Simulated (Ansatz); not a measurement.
Relaxed InP (zinc blende):

```
CELL_PARAMETERS angstrom
      0.00000     5.95980     5.95980
      2.97990     0.00000     2.97990
      2.97990     2.97990     0.00000
ATOMIC_POSITIONS crystal
  P  0.37500 0.75000 0.75000
  P  0.87500 0.75000 0.75000
  In 0.00000 0.00000 0.00000
  In 0.50000 0.00000 0.00000
```

A phonon eigenvector at L = (0.5, 0.0, 0.0) is frozen into this cell: atom i moves by Q times the vector below, so Q is the largest atomic displacement, in Å. The cell is held. It is one choice among 2 degenerate patterns. (q is in reciprocal vectors of the primitive cell; the cell shown is doubled to hold the pattern.)

| atom | x | y | z |
|---|---|---|---|
| P1 | 0.285 | -0.520 | 0.805 |
| P2 | -0.285 | 0.520 | -0.805 |
| In3 | 0.067 | -0.122 | 0.188 |
| In4 | -0.067 | 0.122 | -0.188 |

Method: PBE (plane waves to 420 eV, PAW, scalar-relativistic; Ansatz, a program for electronic structure). k mesh 5×10×10 (Γ-centred), Fermi-Dirac smearing 0.05 eV. Energies are smeared free energies. InP was relaxed with its symmetry unable to fall. The PAW data are Ansatz's earlier set. The zero of ΔE is the undisplaced structure.

Task: Estimate the ΔE (meV/cell) for Q (Å) = -0.280, -0.093, 0.047, 0.140, 0.280.

Result: 
```tsv
Q (Å)	ΔE (meV/cell)
-0.280	939
-0.093	101
0.047	25
0.140	228
0.280	939
```

(For displaced atoms, the force is minus the slope of the energy, and its curvature is a force constant, which sets phonon frequencies.)
